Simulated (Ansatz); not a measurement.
Input and command of a calculation in Ansatz (plane waves; scalar-relativistic PAW potentials unless the input names others):

```yaml
crystal:
  lattice:
    - [0.0, 2.9459594363, 2.9459594363]
    - [2.9459594363, 0.0, 2.9459594363]
    - [2.9459594363, 2.9459594363, 0.0]
  atoms:
    - { symbol: Re, position: [0.25, 0.25, 0.25] }
    - { symbol: Re, position: [0.75, 0.75, 0.75] }
    - { symbol: Br, position: [0.0, 0.0, 0.0] }
basis:
  ecutwfc: 420
kpoints:
  mp_grid: { grid: [14, 14, 14] }
hamiltonian:
  xc: pbe
scf:
  occupations: { method: gaussian, width: 0.1 }
  max_iter: 60
output:
  forces: true
  eigenvalues: true
  stress: true
total_charge: 0.5
```

```bash
ansatz run input.yaml --threads 1 --pin off --max-ram 2560MiB --backend cpu --events-out ev --progress --plain --runs-dir out
```

Abridged log:
```
Pseudopotentials: kind: paw
Pseudopotential: Re, paw, valence charge 15, recommended cutoff 420 eV (normal)
Pseudopotential: Br, paw, valence charge 7, recommended cutoff 420 eV (normal)
Functional definition: PBE
Crystal: 3 atoms, lattice volume = 51.134 Å³
Basis set: ecut = 420 eV, 965 PW (Γ), exchange–correlation on 60×60×60 points (8 copies of the dense FFT grid, shifted against one another)
Bands: 23, of which v1, the nominal top of the filled ones, is band 18 counted from 1 (17 counted from 0)
Symmetry: 48 space group operations
Space group: Fm-3m (ITA 225), of the structure as read, at distance tolerance 3.7e-5 Å
k-points: 104 of 2744
Initial density: superposition of atomic densities (neutral atoms scaled as one to the charged cell's electrons: chi_scale 0, normalization atom), corrected by the library's trained network
Initial wavefunctions: pseudopotential atomic-orbital guess
Functional: x = pbe(κ = 0.804, μ = 0.21951497), c = pbe(β = 0.06672455)
SCF iter   1: F=—  HF=-24522.062931 eV  |F-HF|=—  |Δ(HF+E_count)|=         —  Δρ=3.06e-2  dr2=5.92e-1  ethr=1.77e-3  ⟨swp⟩=5.9  Hψ=10490  notcnv=0
SCF iter   2: F=—  HF=-24521.908139 eV  |F-HF|=—  |Δ(HF+E_count)|=   1.55e-1  Δρ=1.36e-2  dr2=1.22e-1  ethr=1.62e-3  ⟨swp⟩=2.2  Hψ=3870  notcnv=0  defer=36
SCF iter   3: F=—  HF=-24521.869759 eV  |F-HF|=—  |Δ(HF+E_count)|=   3.84e-2  Δρ=1.71e-3  dr2=1.78e-3  ethr=3.36e-4  ⟨swp⟩=3.0  Hψ=4713  notcnv=0  defer=36
SCF iter   4: F=—  HF=-24521.869646 eV  |F-HF|=—  |Δ(HF+E_count)|=   1.13e-4  Δρ=3.80e-4  dr2=1.52e-4  ethr=4.88e-6  ⟨swp⟩=2.0  Hψ=3172  notcnv=0  defer=36
SCF iter   5: F=—  HF=-24521.869623 eV  |F-HF|=—  |Δ(HF+E_count)|=   2.29e-5  Δρ=1.57e-4  dr2=2.50e-5  ethr=4.17e-7  ⟨swp⟩=2.1  Hψ=2974  notcnv=0  defer=36
SCF iter   6: F=—  HF=-24521.869621 eV  |F-HF|=—  |Δ(HF+E_count)|=   2.27e-6  Δρ=4.31e-5  dr2=8.94e-7  ethr=6.85e-8  ⟨swp⟩=2.0  Hψ=3158  notcnv=0  defer=36
SCF iter   7: F=-24521.869622 eV  HF=-24521.869622 eV  |F-HF|=2.28e-8  |Δ(HF+E_count)|=   9.38e-7  Δρ=6.29e-6  dr2=1.43e-8  ethr=2.74e-10  ⟨swp⟩=8.2  Hψ=11451  notcnv=0
SCF 1 converged in 7 iterations: F = -24521.869622 eV  dr2 = 1.43e-8
SCF converged after 7 iterations
Free energy (F): -24521.869622 eV
Harris-Foulkes:  -24521.869622 eV  (|F-HF|=2.28e-8)
Internal energy: -24521.851696 eV  (E = F + TS)
E sigma→0 (E₀):  -24521.860659 eV
Entropy (-TS):   -0.017926 eV (-5.975 meV/atom)
Fermi energy:    17.930978 eV
--- Forces (eV/Å), atoms counted from 1 ---
  atom   1  Re     0.00000000     0.00000000     0.00000000
  atom   2  Re     0.00000000     0.00000000     0.00000000
  atom   3  Br     0.00000000     0.00000000     0.00000000
--- Stress (GPa, compression-positive) ---
        2.624156       0.000000       0.000000
        0.000000       2.624156       0.000000
        0.000000       0.000000       2.624156
  P = ⅓ Tr σ = 2.6242 GPa (26.242 kbar)
```

Problem. What should be changed?

Solution. The fault is a net charge on a solid that should be neutral, 0.5 electrons a cell too few, offset by a uniform background, so that energy and pressure hang on that convention (total_charge: not typed → 0.5, the first being the value of the sound run). Setting it back cures it. The run converged all the same, with a total energy on another zero, pressure 2.62 GPa (with the neutralising background of the charged cell), largest force 0.000 eV/Å, no gap on the mesh, so convergence alone doesn't show that an input is right. A reference run on usual settings, whose relaxation ended at this geometry, converged, and the end of its own relaxation has pressure -0.01 GPa, largest force 0.000 eV/Å, no gap on the mesh.

The run took 7.4 s on 1 thread of AMD EPYC 7R43 64-Core Processor (Zen 3), on a shared host, peak memory 0.44 GiB.